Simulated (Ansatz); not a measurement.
# CdH₂

```xyz
3
Lattice="0.0000 2.5528 2.5528 2.5528 0.0000 2.5528 2.5528 2.5528 0.0000" Properties=species:S:1:pos:R:3 pbc="T T T"
Cd    0.0000    0.0000    0.0000
H     1.2764    1.2764    1.2764
H     3.8292    3.8292    3.8292
```

Atom numbers follow the list: Cd1, H2, H3.

Conventional cell: a = 5.106 Å, b = 5.106 Å, c = 5.106 Å, α = 90.00°, β = 90.00°, γ = 90.00°. Cd (atom 1) has 8 H at 2.21 Å as nearest neighbours. H (atom 2) has 4 Cd at 2.21 Å as nearest neighbours.

The cell was built from the fluorite type and relaxed in the same program, and has space group Fm-3m; it needn't be a known or the stable phase.

Methods: DFT, PBE, all-electron LAPW, scalar-relativistic (Ansatz 0.2.0); DFT, PBE, PAW with Ansatz's default frozen-core files, scalar-relativistic (Ansatz 0.2.0).

For LAPW: a Γ-centred 11×11×11 k mesh, Fermi–Dirac smearing of 0.05 eV, basis error target 1 meV/atom, no spin polarisation. PAW takes a cutoff of 420 eV at this cell. The Ansatz runs share mesh, smearing and spin set-up. Values come from LAPW unless marked.

```json
{"Band gap": "none: bands cross the Fermi level, a metal", "Density of states at the Fermi level (0.2 eV bin)": "0.87 states/eV per cell", "Löwdin charges (with 0.14 e of the cell spilling out of the atomic basis, so their sizes and signs hang on that basis)": "Cd1 1.20, H2 -0.53 e", "Bader charges (from the PAW run)": "Cd1 +0.78, H2 -0.39 e", "Volume per atom": "11.09 Å³", "Pressure at this cell": "-0.1 kbar"}
```
